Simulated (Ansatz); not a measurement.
Kick test of a cell of KTaSe3

The cell was found from a structure generator's guess, not taken from experiment.

Method: DFT PBE, scalar-relativistic, plane waves, PAW (Ansatz 0.2.0). Plane waves to 420 eV, a k mesh through Γ of 8×8×8 on the computed 5-atom cell and Gaussian smearing (0.10 eV); no spin polarisation.

The cell below (5 atoms, space group Pm-3m (No. 221)) is relaxed within its symmetry.

```
K Ta Se
1.0
     5.11451    0.00000    0.00000
     0.00000    5.11451    0.00000
     0.00000    0.00000    5.11451
K Ta Se
1 1 3
Direct
  0.00000 0.00000 0.00000
  0.50000 0.50000 0.50000
  0.00000 0.50000 0.50000
  0.50000 0.00000 0.50000
  0.50000 0.50000 0.00000
```

For the test a repeat of it with 10 atoms (edges 5.11, 5.11, 10.23 Å) was strained at random (σ = 1.5 % a component), the atoms were moved at random (σ = 0.05 Å), and all was relaxed again on a coarse 4×4×2 mesh (in the run’s order of axes) with 0.20 eV smearing, with no symmetry imposed.

Spin–orbit coupling, which can matter for Ta, is left out.

Q: Is the structure stable against such a distortion?

A: It returns, within 1 meV/atom of the unmoved cell on that mesh and with the same symmetry when read at 0.1 Å (P1 at 0.01 Å, so small strains and shifts remain). No instability shows in this cell; modes of other wave vectors, which need another repeat, aren't tested.
